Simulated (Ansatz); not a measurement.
NiSi (MnP type, space group Pnma)

```
NiSi
1.0
    5.18983     0.00000     0.00000
    0.00000     3.35027     0.00000
    0.00000     0.00000     5.62355
Ni Si
4 4
Direct
  0.50791   0.25000   0.68824
  0.00791   0.25000   0.81176
  0.49209   0.75000   0.31176
  0.99209   0.75000   0.18824
  0.67925   0.25000   0.08277
  0.17925   0.25000   0.41723
  0.32075   0.75000   0.91723
  0.82075   0.75000   0.58277
```

The slice is a (001) plane (indices of the conventional cell) through the point (0.492, 0.750, 0.312) (fractional), spanned by u = [010] and v = [100] in vectors of this cell: u (3.35 Å) and v (5.19 Å, at 90° to u). It covers one period; positions are fractions (u, v).

Computed with PBE (plane waves to 420 eV, PAW, scalar-relativistic; Ansatz, a program for electronic structure). k mesh 9×14×8. Inside the PAW spheres the values are not all-electron values, and peaks at nuclei hang on which shells count as valence. NiSi is run without spin polarisation. NiSi was relaxed with its symmetry unable to fall. The PAW data are Ansatz's earlier set.

**Question.** Sketch the electron localisation function (ELF) on this plane as a map.

**Answer.** 
```
|xxxxxx11000022222222000011xxxx|
|xxxx220000113333333311000022xx|
|111100001144555555554411000011|
|000000115577776666777755110000|
|000022557788776666778877552200|
|222244778888664444668888774422|
|222244779999663333669999774422|
|001133779999774444779999773311|
|000011559999886666889999551100|
|000000337799998888999977330000|
|110000115588888888888855110000|
|110000113355666666665533110000|
|000000002233333333333322000000|
|000000001122111111112211000000|
|000000111111000000001111110000|
|111111222211000000001122221111|
|222222222211110000111122222222|
|222233332222221111222222333322|
|000011223333222222223333221100|
|000000002233333333333322000000|
|111100001122333333332211000011|
|xxxx220000112233332211000022xx|
|xxxxxx11000022222222000011xxxx|
|xxxxxx11000011222211000011xxxx|
```
Scale: ten equal steps from 0.16 (start of '0') to 0.75 (end of '9'), in the order '0123456789'. Values: electron localisation function (ELF). The map has 15 points along u (two characters each, u = 0 at the left) and 24 along v (v = 0 in the bottom row). Points within 0.5 Å of a nucleus are blanked (x), as the pseudised field means little there.
